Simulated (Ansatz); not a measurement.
Sb2Os in space group Pnnm (No. 58; Sb on 4g, Os on 2a), DFT-r²SCAN in the program Ansatz with PAW potentials, all energies at zero smearing, with the estimated change up to a 700 eV cutoff added, with one set of potentials and settings (totals compare only within such a set). Cell of 6 atoms (4 Sb, 2 Os): -48792.134 eV.

```tsv
element	reference phase	E (eV/atom)
Sb	R-3m, 2 atoms in the cell	-6499.1272
Os	P6_3/mmc, 2 atoms in the cell	-11397.6334
```

Formation energy per atom, worked out: (-48792.134 − 4×(-6499.1272) − 2×(-11397.6334))/6 = -0.060 eV/atom (-6 kJ per mol of atoms), at 0 K, without zero-point energy or fitted corrections.

The first step of the workflow began from a Materials Project structure, measured or hypothetical; the Crystallography Open Database files this formula in space group No. 58, but the cells were not matched. Whether it is the stable phase at ambient conditions was not checked. The r²SCAN relaxation kept the symmetry of its start; whether a distortion lowers the energy is not shown. No spin polarisation was allowed. The references are the lowest solids computed at this level, not always the standard phases. Spin–orbit coupling is left out wherever it is not named.

Potentials: the later of the program's two PAW sets.
